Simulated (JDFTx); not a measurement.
Unstrained cell:

System: Rh(111) (Fm-3m bulk; lattice of mp-74, not re-optimised at this level), 1x1 cell of 4 atoms in 4 planes, area 6.27 Å² a face, 6.6 Å between the outermost planes in a cell 22.6 Å high; k mesh 10×10×1, Fermi width 0.01 Ha, no spin polarisation.

Computed with JDFTx (a modified build): PBE, GBRV ultrasoft potentials, plane waves to 20/100 Ha. The in-plane lattice is scaled by the biaxial strain ε at a fixed k mesh and cell height, and all atoms off the mid-plane are relaxed in vacuum within the cell's symmetry. Zero strain is the lattice given, not this level's minimum.

```json
[
 {"ε (%)": "-3", "work function (eV)": "5.22"},
 {"ε (%)": "-1.5", "work function (eV)": "withheld"},
 {"ε (%)": "0", "work function (eV)": "5.16"},
 {"ε (%)": "1.5", "work function (eV)": "5.13"},
 {"ε (%)": "3", "work function (eV)": "5.09"}
]
```

### Question
Fit W = sε + W₀ to the other rows by least squares, predict the withheld value, and compare with the run.

### Answer
The fit gives s (eV/%) = -0.0213, W₀ (eV) = 5.16, with a root-mean-square miss of 0.003 eV on its own rows. It predicts 5.19 eV; the run gives 5.19 eV, the same to these digits.
